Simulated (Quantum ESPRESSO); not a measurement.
Empty bands for a GW run on BP (zinc blende, space group F-43m, No. 216): 87 bands on a 6×6×6 mesh, PBEsol, PseudoDojo standard norm-conserving files, scalar-relativistic, Quantum ESPRESSO. The input, in which only the diagonalization keyword changes:

```
&CONTROL
  calculation = 'nscf'
  pseudo_dir = './pseudo'
  outdir = './out'
/
&SYSTEM
  ibrav = 0
  nat = 2
  ntyp = 2
  ecutwfc = 76.0
  ecutrho = 304.0
  occupations = 'fixed'
  force_symmorphic = .true.
  nbnd = 87
/
&ELECTRONS
  conv_thr = 2e-09
  diago_full_acc = .true.
  diago_thr_init = 1e-08
  diagonalization = 'david'
/
ATOMIC_SPECIES
B 10.8100 B.upf
P 30.9738 P.upf
CELL_PARAMETERS angstrom
  0.000000000000   2.260361281000   2.260361281000
  2.260361281000   0.000000000000   2.260361281000
  2.260361281000   2.260361281000   0.000000000000
ATOMIC_POSITIONS crystal
B   0.000000000000   0.000000000000   0.000000000000
P   0.750000000000   0.750000000000   0.750000000000
K_POINTS automatic
6 6 6 0 0 0
```

| diagonalization | mean iterations per k point | rough time | largest change of an eigenvalue (eV) |
|---|---|---|---|
| david | 15 | 1 | – |
| cg | 40 | about 3× | 2e-07 |
| paro | 16 | within a factor of two | 2e-09 |

An iteration means different work in each solver, so the counts don't rank them. Times are rough ratios from shared machines.

Geometry relaxed with PBEsol.
